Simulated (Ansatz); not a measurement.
SrCdSiS4:
```cif
data_Cd4S16Si4Sr4
_chemical_formula_sum 'Sr4 Cd4 Si4 S16'
_space_group_name_H-M_alt 'Ama2'
_space_group_IT_number 40
_space_group_name_Hall 'A 2 -2a'
_cell_length_a 10.47260
_cell_length_b 10.29010
_cell_length_c 6.42532
_cell_angle_alpha 90.000
_cell_angle_beta 90.000
_cell_angle_gamma 90.000
loop_
_space_group_symop_operation_xyz
  'x, y, z'
  '-x, -y, z'
  '-x+1/2, y, z'
  'x+1/2, -y, z'
  'x, y+1/2, z+1/2'
  '-x, -y+1/2, z+1/2'
  '-x+1/2, y+1/2, z+1/2'
  'x+1/2, -y+1/2, z+1/2'
loop_
_atom_site_label
_atom_site_type_symbol
_atom_site_symmetry_multiplicity
_atom_site_Wyckoff_symbol
_atom_site_fract_x
_atom_site_fract_y
_atom_site_fract_z
_atom_site_occupancy
Sr1 Sr 4 a 0.00000 0.00000 0.00201 1
Cd1 Cd 4 b 0.25000 0.33696 0.05993 1
Si1 Si 4 b 0.25000 0.21902 0.51043 1
S1 S 8 c 0.08508 0.22750 0.31063 1
S2 S 4 b 0.75000 0.10134 0.18657 1
S3 S 4 b 0.25000 0.06834 0.73763 1
```
(The calculation used a cell of 14 atoms; values per cell refer to that cell.)

Relaxed with PBE.

Tabulate the valence density and the electron localisation function along the shortest Si–S contact (2.13 Å), DFT-PBE in the program Ansatz with PAW potentials.



| distance from Si (Å) | density (e/Å³) | ELF |
|---|---|---|
| 0.21 | 0.10 | 0.31 |
| 0.32 | 0.17 | 0.26 |
| 0.43 | 0.27 | 0.36 |
| 0.53 | 0.39 | 0.56 |
| 0.64 | 0.51 | 0.75 |
| 0.75 | 0.61 | 0.85 |
| 0.85 | 0.69 | 0.89 |
| 0.96 | 0.75 | 0.90 |
| 1.06 | 0.83 | 0.89 |
| 1.17 | 0.93 | 0.89 |
| 1.28 | 1.05 | 0.88 |
| 1.38 | 1.17 | 0.85 |
| 1.49 | 1.24 | 0.78 |
| 1.60 | 1.19 | 0.64 |
| 1.70 | 0.99 | 0.39 |
| 1.81 | 0.67 | 0.14 |
| 1.92 | 0.32 | 0.02 |

The density is the valence pseudo-density with augmentation charge, so density and ELF within about 1 Å of a nucleus are not all-electron values.

The workflow started from an entry of the Crystallography Open Database (COD, 293 K). Whether it is the stable phase at ambient conditions was not checked. The cell was relaxed with PBE under the symmetry of its start; phonons on a q-mesh show no instability.

Potentials: the later of the program's two PAW sets.
